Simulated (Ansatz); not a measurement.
A relaxation computed with Ansatz, from input to last step.

```yaml
crystal:
  lattice:
    - [5.4399942365, 0.0, 0.0]
    - [0.0, 5.4399942365, 0.0]
    - [0.0, 0.0, 5.4399942365]
  atoms:
    - { symbol: Cs, position: [0.0, 0.0, 0.0] }
    - { symbol: Cs, position: [0.5, 0.5, 0.5] }
    - { symbol: V, position: [0.25, 0.25, 0.25], spin: 1.77 }
    - { symbol: V, position: [0.25, 0.75, 0.75], spin: 1.77 }
    - { symbol: V, position: [0.75, 0.75, 0.25], spin: 1.77 }
    - { symbol: V, position: [0.75, 0.25, 0.75], spin: 1.77 }
basis:
  ecutwfc: 420
kpoints:
  mp_grid: { grid: [4, 4, 4] }
hamiltonian:
  xc: pbe
scf:
  occupations: { method: gaussian, width: 0.1 }
  lower_state_search: "off"
output:
  forces: true
  stress: true
  eigenvalues: true
  populations: true
magnetization:
  spin_polarized: true
relax:
  adjacent_minimum: "off"
  f_tol: 0.04
  max_steps: 70
  cell: { stress_tol: 0.4 }
```

```bash
ansatz run input.yaml --threads 1 --pin off --max-ram 2560MiB --backend cpu --events-out ev --progress --plain --runs-dir out
```

All numbers below come from DFT PBE, scalar-relativistic, plane waves, PAW (Ansatz 0.2.0).

Of 5 frames 5 are shown, positions in Å and forces in eV/Å; the SCF threshold varies from step to step. Steps run on the plane waves of an earlier cell, with a Pulay correction in the pressure. The basis is chosen afresh for the last frame, the zero of the energies, and at times for earlier ones too; energy and pressure step there, also at an unchanged geometry.

```xyz
6
Lattice="5.4400 0.0000 0.0000 0.0000 5.4400 0.0000 0.0000 0.0000 5.4400" Properties=species:S:1:pos:R:3:forces:R:3 pbc="T T T" step=1 free_energy_over_end_meV_per_atom=80.56 pressure_GPa=7.10
Cs    0.0000    0.0000    0.0000    0.0000    0.0000    0.0000
Cs    2.7200    2.7200    2.7200    0.0000    0.0000    0.0000
V     1.3600    1.3600    1.3600    0.0000    0.0000    0.0000
V     1.3600    4.0800    4.0800    0.0000    0.0000    0.0000
V     4.0800    4.0800    1.3600    0.0000    0.0000    0.0000
V     4.0800    1.3600    4.0800    0.0000    0.0000    0.0000
6
Lattice="5.6443 0.0000 0.0000 0.0000 5.6443 0.0000 0.0000 0.0000 5.6443" Properties=species:S:1:pos:R:3:forces:R:3 pbc="T T T" step=2 free_energy_over_end_meV_per_atom=7.11 pressure_GPa=1.44
Cs    0.0000    0.0000    0.0000    0.0000    0.0000    0.0000
Cs    2.8222    2.8222    2.8222    0.0000    0.0000    0.0000
V     1.4111    1.4111    1.4111    0.0000    0.0000    0.0000
V     1.4111    4.2332    4.2332    0.0000    0.0000    0.0000
V     4.2332    4.2332    1.4111    0.0000    0.0000    0.0000
V     4.2332    1.4111    4.2332    0.0000    0.0000    0.0000
6
Lattice="5.7012 0.0000 0.0000 0.0000 5.7012 0.0000 0.0000 0.0000 5.7012" Properties=species:S:1:pos:R:3:forces:R:3 pbc="T T T" step=3 free_energy_over_end_meV_per_atom=1.82 pressure_GPa=0.48
Cs    0.0000    0.0000    0.0000    0.0000    0.0000    0.0000
Cs    2.8506    2.8506    2.8506    0.0000    0.0000    0.0000
V     1.4253    1.4253    1.4253    0.0000    0.0000    0.0000
V     1.4253    4.2759    4.2759    0.0000    0.0000    0.0000
V     4.2759    4.2759    1.4253    0.0000    0.0000    0.0000
V     4.2759    1.4253    4.2759    0.0000    0.0000    0.0000
6
Lattice="5.7306 0.0000 0.0000 0.0000 5.7306 0.0000 0.0000 0.0000 5.7306" Properties=species:S:1:pos:R:3:forces:R:3 pbc="T T T" step=4 free_energy_over_end_meV_per_atom=1.11 pressure_GPa=0.04
Cs    0.0000    0.0000    0.0000    0.0000    0.0000    0.0000
Cs    2.8653    2.8653    2.8653    0.0000    0.0000    0.0000
V     1.4326    1.4326    1.4326    0.0000    0.0000    0.0000
V     1.4326    4.2979    4.2979    0.0000    0.0000    0.0000
V     4.2979    4.2979    1.4326    0.0000    0.0000    0.0000
V     4.2979    1.4326    4.2979    0.0000    0.0000    0.0000
6
Lattice="5.7306 0.0000 0.0000 0.0000 5.7306 0.0000 0.0000 0.0000 5.7306" Properties=species:S:1:pos:R:3:forces:R:3 pbc="T T T" step=5 free_energy_over_end_meV_per_atom=0.00 pressure_GPa=0.11
Cs    0.0000    0.0000    0.0000    0.0000    0.0000    0.0000
Cs    2.8653    2.8653    2.8653    0.0000    0.0000    0.0000
V     1.4326    1.4326    1.4326    0.0000    0.0000    0.0000
V     1.4326    4.2979    4.2979    0.0000    0.0000    0.0000
V     4.2979    4.2979    1.4326    0.0000    0.0000    0.0000
V     4.2979    1.4326    4.2979    0.0000    0.0000    0.0000
```

The start puts this composition into another compound's structure type, which needn't suit it. At the end the space group is Pn-3m (tolerance 0.05 Å).

The run took 67 s on 1 thread of Arm Neoverse V2 (shared host), peak memory 0.52 GiB.

The k mesh is coarse. Spin-orbit coupling is left out, which matters for the bands of heavy elements.